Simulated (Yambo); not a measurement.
A BSE run in Yambo for Cs₂NaYF₆ (space group Fm-3m, No. 225) (LDA bands; 4×4×4 mesh, 18 valence and 12 conduction bands, static screening with 110 bands and a 3 Ry block, scissor 3.72 eV, Tamm-Dancoff; field along x) gives:

```json
[
 {"state": "1", "energy (eV)": "8.81", "states within 2 meV": "1", "relative strength": "< 0.01", "class": "dark"},
 {"state": "2", "energy (eV)": "8.89", "states within 2 meV": "3", "relative strength": "< 0.01", "class": "dark"},
 {"state": "3", "energy (eV)": "8.93", "states within 2 meV": "3", "relative strength": "< 0.01", "class": "dark"},
 {"state": "4", "energy (eV)": "8.96", "states within 2 meV": "3", "relative strength": "< 0.01", "class": "dark"},
 {"state": "5", "energy (eV)": "8.99", "states within 2 meV": "3", "relative strength": "1.00", "class": "strong"}
]
```

Task: What changes when the screening block is changed to 5 Ry?

Result: The lowest state goes from 8.810 eV to 8.792 eV, and its distance below the direct gap from 1.452 eV to 1.470 eV. These are vertical excitations (zero momentum). The scissor comes from a G0W0 run whose convergence isn't established.

Geometry of the Materials Project entry, not relaxed at this level; primitive cell a = 6.5064 Å, b = 6.5064 Å, c = 6.5064 Å, α = 60.00°, β = 60.00°, γ = 60.00°.
